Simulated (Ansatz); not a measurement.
Course of a relaxation: Sn3P4

A trial structure of Sn3P4 was built thus: random cell by space group and Wyckoff sites (R-3m, No. 166). Its size is a rough estimate.

```yaml
crystal:
  lattice:
    - [3.47505, 2.00632, 4.26805]
    - [-3.47505, 2.00632, 4.26805]
    - [0.00000, -4.01265, 4.26805]
  atoms:
    - { symbol: Sn, position: [0.75759, 0.75759, 0.75759] }
    - { symbol: Sn, position: [0.24241, 0.24241, 0.24241] }
    - { symbol: Sn, position: [0.00000, 0.00000, 0.00000] }
    - { symbol: P, position: [0.00000, 0.00000, 0.50000] }
    - { symbol: P, position: [0.50000, 0.00000, 0.00000] }
    - { symbol: P, position: [0.00000, 0.50000, 0.00000] }
    - { symbol: P, position: [0.50000, 0.50000, 0.50000] }
```

These are results of DFT PBE, scalar-relativistic, plane waves, PAW (Ansatz), not measurements. Cutoff 420 eV, Gaussian smearing, Γ-centred meshes. Cell and atoms relax first on a coarse mesh and then on a finer one. In between, the cell is made exact in the group found at 0.06 Å. In metals the finer mesh still leaves noise of several meV/atom or more. The steps can't lower the symmetry of their start. No spin polarisation.

Steps on the 3×3×3 mesh (7 atoms, 8 steps). The free energy counts from the last step; the plane-wave basis is renewed at times, which shifts energy and pressure.

```
step  ΔF (meV/atom)  V (Å³/atom)  P (GPa)  largest force component (eV/Å)
   1          709.0        25.51    15.77                           7.368
   2          303.5        26.49     6.11                           4.506
   3          105.8        26.54     1.39                           2.441
   4           10.0        25.36     1.36                           0.778
   5            1.2        25.04     0.83                           0.113
   6            0.0        25.26    -0.18                           0.046
   7           -0.1        25.25    -0.01                           0.006
   8            0.0        25.25    -0.02                           0.006
```

The relaxed structure, after a last relaxation on the converged mesh:

```cif
data_structure
_symmetry_space_group_name_H-M 'R-3m:H'
_symmetry_Int_Tables_number 166
_cell_length_a 6.9907
_cell_length_b 6.9907
_cell_length_c 12.6230
_cell_angle_alpha 90.000
_cell_angle_beta 90.000
_cell_angle_gamma 120.000
_cell_volume 534.23
loop_
_atom_site_label
_atom_site_type_symbol
_atom_site_symmetry_multiplicity
_atom_site_Wyckoff_symbol
_atom_site_fract_x
_atom_site_fract_y
_atom_site_fract_z
_atom_site_occupancy
Sn1 Sn 6 c 0.33333 0.66667 0.37212 1
Sn2 Sn 3 a 0.00000 0.00000 0.00000 1
P1 P 9 d 0.16667 0.33333 0.83333 1
P2 P 3 b 0.33333 0.66667 0.16667 1
```

The symmetry stays R-3m (No. 166). The volume per atom stays near 25.4 Å³. The shortest distance goes from 2.23 Å (Sn–P) to 2.58 Å (Sn–P). The energy falls by about 0.69 eV/atom (the start's value is from the coarse mesh). Sn on a site of symmetry 3m is surrounded by 4 P at 2.58–2.59 Å; Sn on a site of symmetry -3m has 6 P at 2.92 Å; around P on a site of symmetry 2/m lie 2 Sn at 2.58 Å and 2 Sn at 2.92 Å; 1 more site not described.

For Sn3P4, the volume per atom is 25.44 Å³, the density is 4.48 g/cm³ and the formation energy is +0.60 eV/atom. The gap on the 6×6×6 mesh of the 7-atom cell is 0 eV (a metal).

Energies over the elements count from the elements' standard structures at the same level, with no fitted energy shifts. The references include grey tin and black phosphorus.

The last run used Gaussian smearing of 0.10 eV. The reference form of P is held partly by dispersion forces, which this level lacks. A structure relaxed within its symmetry needn't be a true minimum. In all, the 3 runs took 99 s on 1 thread of Arm Neoverse V1, with other jobs on the host. Another cell of Sn3P4 relaxed alike, in P4/mmm, lies 0.35 eV/atom lower, so this cell isn't the stable form at this level.
